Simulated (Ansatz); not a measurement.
LiSnAu in space group P6_3/mmc (No. 194; Li on 2a, Au on 2c, Sn on 2d) at seven volumes, PBEsol (plane waves, PAW; program Ansatz), shape and atoms relaxed at each. One row is withheld.

```
V (Å³/atom)  P (GPa)
-----------  -------
17.190             ?
17.757          5.26
18.324          2.39
18.891          0.00
19.457         -1.97
20.024         -3.56
20.591         -4.79
```

Q: Fit the shown pressures and predict the withheld one.

A: P = (3/2)B₀(x^(7/2) − x^(5/2))[1 + (3/4)(B′ − 4)(x − 1)] with x = (V₀/V)^(2/3). Least squares on the six rows gives V₀ = 18.887 Å³/atom, B₀ = 71.6 GPa, B′ = 5.77. At V = 17.190, x = 1.0648 and P = 8.84 GPa. The run itself gave 8.74 GPa.

The workflow started from an entry of the Crystallography Open Database (COD). Whether it is the stable phase at ambient conditions was not checked. The cell was relaxed with PBEsol under the symmetry of its start; whether a distortion lowers the energy is not shown. Scalar-relativistic: spin–orbit coupling is off unless named, which matters more the heavier the elements.

Potentials: the later of the program's two PAW sets.
